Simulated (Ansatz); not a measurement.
Data:

Cr3Ru:
```
CELL_PARAMETERS angstrom
      1.41918    -2.09389     0.00000
      1.41918     2.09389     0.00000
      0.00000     0.00000     8.00604
ATOMIC_POSITIONS crystal
  Cr 0.50000 0.50000 0.73794
  Cr 0.50000 0.50000 0.26206
  Cr 0.00000 0.00000 0.50000
  Ru 0.00000 0.00000 0.00000
```

This is the PBEsol-relaxed structure. Cartesian axes are those of the cell as given.

Task: All from the program Ansatz at the PBEsol level (PAW), unless another level is named. Predict the highest zone-centre frequency.

Result: 291 cm⁻¹.

Task: And the bulk modulus (Birch–Murnaghan fit)?

Result: 288 GPa.

Task: Give the elastic constants (relaxed ions, GPa).

Result: C11 = 458, C22 = 467, C33 = 461, C12 = 205, C13 = 215, C23 = 188, C44 = -157, C55 = 116, C66 = 119.

Space group Cmmm. The first step of the workflow began from a Materials Project structure, measured or hypothetical; the Crystallography Open Database copy checked does not list it. With Cr and Ru taken as one species the cell has the higher symmetry Im-3m, so it may be an ordered model of a mixed-site phase. Its standing as an ambient phase is unchecked. Symmetry was held in the PBEsol relaxation. At this level the phase is dynamically unstable (imaginary phonons). No spin polarisation was allowed. Its formation energy is positive at this level, so the cell may be metastable or incomplete. As this level gives no gap, shear constants depend on the k-mesh and smearing (Fermi–Dirac, 0.1 eV here). As this level gives no gap, phonon frequencies hold no LO–TO term and depend on the k-mesh and smearing (Fermi–Dirac, 0.1 eV here). On the denser mesh and wider smearing of the elastic run this cell carries a stress of 0.5 GPa.

Potentials: the later of the program's two PAW sets.
